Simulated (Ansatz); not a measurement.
HfTc:
```
CELL_PARAMETERS angstrom
      3.22681     0.00000     0.00000
      0.00000     3.22681     0.00000
      0.00000     0.00000     3.22681
ATOMIC_POSITIONS crystal
  Hf 0.00000 0.00000 0.00000
  Tc 0.50000 0.50000 0.50000
```

Relaxed with PBEsol.

Give the Bader charges and basin volumes of the independent atoms, DFT-PBEsol in the program Ansatz with PAW potentials.



```
atom  Bader charge (e)  Bader volume (Å³)
----  ----------------  -----------------
Hf1              +1.17               13.7
Tc2              -1.17               19.9
```

Space group Pm-3m (CsCl type). The workflow started from an entry of the Crystallography Open Database (COD). Its standing as an ambient phase is unchecked. The PBEsol relaxation kept the symmetry of its start; its stability against distortions is not shown here. The run is not spin-polarised. Spin–orbit coupling is left out wherever it is not named.

Potentials: the later of the program's two PAW sets (Tc and Pm come from another file).
